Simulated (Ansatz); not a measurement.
# Sn3Bi: pressure against volume

Sn3Bi, Fm-3m, a = 7.680 Å. The structure is a Materials Project entry; whether it is the stable form wasn't checked. Ansatz: r2SCAN, PAW, 500 eV, Γ-centred 10×10×10 mesh on 4 atoms, Gaussian smearing 0.10 eV; no spin polarisation. Symmetry fixes shape and atoms, so the cell is only scaled; pressure is positive in compression.

```tsv
V (Å³/atom)	P (GPa)
26.614	3.71
27.463	1.71
28.313	0.00
29.162	-1.45
30.011	?
```

Question: Take V0 = 28.313 Å³/atom, fit the third-order Birch–Murnaghan form to the other rows, and predict the missing pressure.

Answer: With the Eulerian strain f = ½[(V0/V)^(2/3) − 1] and y = P/[3f(1 + 2f)^(5/2)], the form is the line y = B0 + 1.5 B0 (B0′ − 4) f. Rows (f, y): 0.02106, 53.0; 0.01026, 52.8; -0.00975, 52.1. Means f = 0.007190, y = 52.633; Σ(Δf)² = 0.0004888, ΣΔfΔy = 0.01463; the slope is their ratio. y = 52.42 + 29.94 f GPa, so B0 = 52.4 GPa and B0′ = 4 + 2 × (29.94)/(3 × 52.42) = 4.38. At V = 30.011, f = -0.01904, y = 51.85 and P = -2.69 GPa. The run gave -2.66 GPa, so the fit is 0.03 GPa too low, a small miss on the scale of the series. The form still works here, 33 % of the fitted range beyond its end.

Spin–orbit coupling is left out, which can shift energies with elements as heavy as these.